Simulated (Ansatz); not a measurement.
ZrO$_{2}$:
```
CELL_PARAMETERS angstrom
     -2.00680     2.00680     5.34819
      2.00680    -2.00680     5.34819
      2.00680     2.00680    -5.34819
ATOMIC_POSITIONS crystal
  Zr 0.00000 0.00000 0.00000
  Zr 0.75000 0.25000 0.50000
  O  0.79864 0.79864 0.00000
  O  0.54864 0.04864 0.50000
  O  0.95136 0.45136 0.50000
  O  0.20136 0.20136 0.00000
```

Relaxed with r²SCAN.

Give the Bader charges and basin volumes of the independent atoms, r²SCAN in the plane-wave PAW code Ansatz.



```csv
atom,Bader charge (e),Bader volume (Å³)
Zr1,+2.69,10.5
O3,-1.35,16.3
```

Space group I4_1/amd (anatase). The workflow started from a Materials Project entry (that database holds measured and hypothetical structures alike); the Crystallography Open Database copy checked does not list it. It is not the phase usual at ambient conditions (space group No. 14). The cell was relaxed with r²SCAN under the symmetry of its start; its stability against distortions is not shown here. No spin polarisation was allowed.

Potentials: the later of the program's two PAW sets.
